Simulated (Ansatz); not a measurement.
## AlN: a ladder of calculations

Cell of run 1: a COD entry (the entry's cell lengths or inner coordinates differ somewhat from later room-temperature determinations), taken as it stands.

```xyz
4
Lattice="3.1130 0.0000 0.0000 -1.5565 2.6959 0.0000 0.0000 0.0000 4.9810" Properties=species:S:1:pos:R:3 pbc="T T T"
Al    0.0000    1.7973    0.0000
Al    1.5565    0.8986    2.4905
N     0.0000    1.7973    1.8928
N     1.5565    0.8986    4.3833
```

Atom numbers follow the list; atoms alike are taken as one site, whose name carries the number of the first.

Relaxed positions (PBE, cell held):

```
CELL_PARAMETERS angstrom
3.11300 0.00000 0.00000
-1.55650 2.69594 0.00000
0.00000 0.00000 4.98100
ATOMIC_POSITIONS crystal
Al 0.33333 0.66667 0.99902
Al 0.66667 0.33333 0.49902
N 0.33333 0.66667 0.38098
N 0.66667 0.33333 0.88098
```

All runs are DFT with Ansatz 0.2.0 (plane waves and PAW, scalar-relativistic unless spin–orbit coupling is named, Γ-centred meshes, Fermi–Dirac smearing where given) in this cell.

Run 1: PBE, atoms as given; 420 eV, 11×11×6 k-points, smearing 0.02 eV.
Run 2: PBE, atoms relaxed; 420 eV, 11×11×6 k-points, smearing 0.02 eV.
Run 3: r2SCAN, at the relaxed atoms; 500 eV, 11×11×6 k-points, smearing 0.02 eV.
Run 4: LDA, at the relaxed atoms; 420 eV, 11×11×6 k-points, smearing 0.02 eV.

```
run  Al V_zz (η)
  1  0.25 (0.00)
  2            ?
  3  0.49 (0.00)
  4  0.48 (0.00)
```

V_zz in 10²¹ V/m²; 1 of the 2 sets of like atoms are followed.

Question: Estimate the row of run 2.

Answer: Al: 0.48 (0.00). It lies nearest to run 4, from whose tensors on these sites it differs by 0.00 at most (largest principal value of the difference). Taken one at a time, the positions of the atoms (as given or relaxed) move the tensors on these sites by up to 0.23 (largest principal value of the change, on Al), the functional (between the two that differ most) by 0.01.

With these PAW files V_zz is typically within 2 to 3 % of all-electron values, but misses above 10 % occur on Al. Run 1: The values hang on the deposited positions: relaxing the atoms moves V_zz on Al from 0.25 to 0.48.
